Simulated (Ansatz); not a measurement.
MgO:
```
MgO
1.0
    5.57528     0.00000     0.00000
    0.00000     5.57528     0.00000
    0.00000     0.00000     5.57528
Mg O
6 6
Direct
  0.25000   0.00000   0.50000
  0.75000   0.00000   0.50000
  0.50000   0.75000   0.00000
  0.50000   0.25000   0.00000
  0.00000   0.50000   0.75000
  0.00000   0.50000   0.25000
  0.25000   0.50000   0.00000
  0.75000   0.50000   0.00000
  0.00000   0.75000   0.50000
  0.00000   0.25000   0.50000
  0.50000   0.00000   0.75000
  0.50000   0.00000   0.25000
```

Relaxed with r²SCAN.

Question: Give the Bader charges and basin volumes of the independent atoms, plane-wave PAW r²SCAN (Ansatz code).

Answer: 

| atom | Bader charge (e) | Bader volume (Å³) |
|---|---|---|
| Mg1 | +1.73 | 5.3 |
| O7 | -1.73 | 22.6 |

Space group Pm-3n. The workflow started from a Materials Project entry (that database holds measured and hypothetical structures alike); the Crystallography Open Database copy checked does not list it. It is not the phase usual at ambient conditions (space group No. 225). The r²SCAN relaxation kept the symmetry of its start; whether a distortion lowers the energy is not shown.

Potentials: the later of the program's two PAW sets.
